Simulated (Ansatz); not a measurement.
MoS2:
```
CELL_PARAMETERS angstrom
      3.17378     0.00000     0.00000
     -1.58689     2.74858     0.00000
      0.00000     0.00000    19.31039
ATOMIC_POSITIONS crystal
  Mo 0.66667 0.33333 0.00000
  Mo 0.33333 0.66667 0.67669
  Mo 0.33333 0.66667 0.32331
  S  0.33333 0.66667 0.08045
  S  0.33333 0.66667 0.91955
  S  0.66667 0.33333 0.75716
  S  0.66667 0.33333 0.24284
  S  0.66667 0.33333 0.40375
  S  0.66667 0.33333 0.59625
```

Relaxed with r²SCAN+D4. Special points in fractions of this cell's reciprocal vectors: Γ (0.000, 0.000, 0.000); M (0.500, 0.000, 0.000); K (0.333, 0.333, 0.000); A (0.000, 0.000, 0.500); L (0.500, 0.000, 0.500); H (0.333, 0.333, 0.500).

Problem. List the band energies nearest the valence-band maximum at these points for the program Ansatz at the r²SCAN+D4 with spin–orbit coupling level (PAW).

Solution. In eV from the valence-band maximum; about four levels below and three above (degenerate sets whole), none deeper than 8.9 eV; points with the same levels are listed once.

```tsv
k	below	above
Γ	-0.21 -0.21 -0.07 -0.07	2.27 2.27 2.27 2.27
M	-1.29 -1.29 -1.21 -1.21	1.74 1.74 1.76 1.76
K	-0.73 -0.59 -0.59 -0.58	1.13 1.13 1.13 1.13 1.13 1.13
A	-0.46 -0.46 0.00 0.00	2.26 2.26 2.28 2.28
L	-1.31 -1.31 -1.20 -1.20	1.74 1.74 1.75 1.75
H	-0.75 -0.61 -0.59 -0.57	1.13 1.13 1.13 1.13 1.13 1.13
```

Space group P-6m2. The first step of the workflow began from a Materials Project structure, measured or hypothetical; the Crystallography Open Database copy checked does not list it. It is not the phase usual at ambient conditions (space group No. 160, 194). The r²SCAN+D4 relaxation kept the symmetry of its start; whether a distortion lowers the energy is not shown. No spin polarisation was allowed.

Potentials: the earlier of the program's two PAW sets.
